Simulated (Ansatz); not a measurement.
SrCd squeezed and stretched

A database entry relaxed whole under r2SCAN (Pm-3m):

```xyz
2
Lattice="4.0365 0.0000 0.0000 0.0000 4.0365 0.0000 0.0000 0.0000 4.0365" Properties=species:S:1:pos:R:3 pbc="T T T"
Sr    2.0183    2.0183    2.0183
Cd    0.0000    0.0000    0.0000
```

The cell was scaled uniformly, its shape held, and the atoms relaxed at each volume with plane-wave PAW DFT (Ansatz 0.2.0; r2SCAN, 500 eV, 8×8×8 Γ-centred mesh, fermi-dirac occupations of width 0.100 eV; no spin, no spin-orbit coupling). One row is withheld.

```csv
volume (Å³/atom),energy over the lowest (meV/atom),pressure (GPa)
30.912,10.2,1.94
31.569,4.1,1.22
32.227,0.8,0.58
32.885,0.0,0.01
33.542,?,?
34.200,4.9,-0.97
34.858,10.1,-1.39
```

**Question.** Fit the pressures of the other rows to the third-order Birch-Murnaghan form.

**Answer.** With f = [(V₀/V)^(2/3) − 1]/2 and P = 3B₀f(1 + 2f)^(5/2)[1 + 3(B₀′ − 4)f/2], least squares gives V₀ = 32.90 Å³ an atom, B₀ = 27.1 GPa and B₀′ = 4.4; the rows miss the fit by less than 0.01 GPa. The slope of the energies differs from these pressures by 0.10 GPa, since they are taken to zero smearing while pressures follow the free energy.

**Question.** What does the withheld row hold?

**Answer.** The fit gives -0.51 GPa at 33.542 Å³; the run gave -0.51 GPa and 1.4 meV an atom.

Caveats: the shape of the cell was held; 0 K, fixed nuclei; the symmetry was kept, and this need not be the phase that is stable at 0 K; one mesh for all volumes; pressure is positive in compression.
